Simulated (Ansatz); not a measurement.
ScZn: zone-centre modes under pressure

ScZn, Pm-3m, a = 3.257 Å. The structure is a COD entry; whether it is the stable form wasn't checked. Ansatz: LDA, PAW, 420 eV, Γ-centred 14×14×14 mesh on 2 atoms, Fermi-Dirac smearing 0.15 eV; no spin polarisation. Cell and atoms are relaxed at each pressure with the symmetry kept; optical modes at Γ by linear response, in cm⁻¹, the highest.

| P (GPa) | V (Å³/atom) | ω1 |
| --- | --- | --- |
| 0 | 17.276 | 207.1 |
| 3 | 16.749 | ? |
| 10 | 15.774 | 241.4 |

Get the mode's Grüneisen parameter γ = −d ln ω/d ln V from the other rows and predict the missing frequency.

ln(V/V0) = 0.0000, -0.0310, -0.0910; a line through ln(ω/ω0) of the 2 known rows gives ω1: γ = 1.684, predicted 218.2, computed 218.7. The miss is 0.2 %, or 4 % of the shift under pressure, so a constant γ serves at that level. In a metal these frequencies hang on the mesh and smearing.